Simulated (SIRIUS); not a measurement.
Band structure of GaAs (F-43m, 2 atoms in the cell; from Materials Project mp-2534).

```yaml
crystal:
  lattice:
    - [0.00000, 2.87509, 2.87509]
    - [2.87509, 0.00000, 2.87509]
    - [2.87509, 2.87509, 0.00000]
  atoms:
    - { symbol: Ga, position: [0.00000, 0.00000, 0.00000] }
    - { symbol: As, position: [0.25000, 0.25000, 0.25000] }
```

Computed with PBE, GBRV PBE ultrasoft pseudopotentials (plane waves; SIRIUS).

Settings: parameters.ngridk = 8 8 8; parameters.xc_functionals = [XC_GGA_X_PBE, XC_GGA_C_PBE]; parameters.gk_cutoff = 6.325 1/bohr; parameters.pw_cutoff = 14.143 1/bohr; parameters.smearing = fermi_dirac; parameters.smearing_width = 0.00367493 Ha; potentials = GBRV PBE ultrasoft pseudopotentials; parameters.electronic_structure_method = pseudopotential; parameters.num_bands = 24; parameters.num_mag_dims = 0; parameters.num_dft_iter = 100; parameters.energy_tol = 1e-07 Ha; parameters.density_tol = 1e-06; mixer.type = anderson.

The structure comes from a collection of computed structures, made at another level of theory; the collection holds predicted forms beside known ones. No clean gap shows at this smearing width and mesh (spacing up to 0.24 Å⁻¹); the mesh is coarse for partly filled bands, so the values carry mesh errors. Semi-local functionals can close small gaps.

Q: Predict the gap along the standard path and the places of the band edges.

A: The gap along the path is 0.15 eV, direct at Γ to within 0.01 eV.

Points are given in units of this cell's reciprocal vectors. Levels in eV from the top of the valence band on the path, bands 9 to 16:
```tsv
point	9	10	11	12	13	14	15	16
Γ (0 0 0)	-12.38	0.00	0.00	0.00	0.15	3.72	3.72	3.72
X (0.5 0 0.5)	-10.09	-6.59	-2.50	-2.50	1.56	1.67	9.80	9.80
W (0.5 0.25 0.75)	-10.04	-6.43	-3.30	-3.11	4.39	4.69	5.26	6.03
K (0.375 0.375 0.75)	-10.12	-6.42	-3.60	-2.11	1.99	4.52	7.70	7.85
L (0.5 0.5 0.5)	-10.76	-6.37	-1.07	-1.07	0.86	4.62	4.62	7.72
U (0.625 0.25 0.625)	-10.12	-6.42	-3.60	-2.11	1.99	4.52	7.70	7.85
```
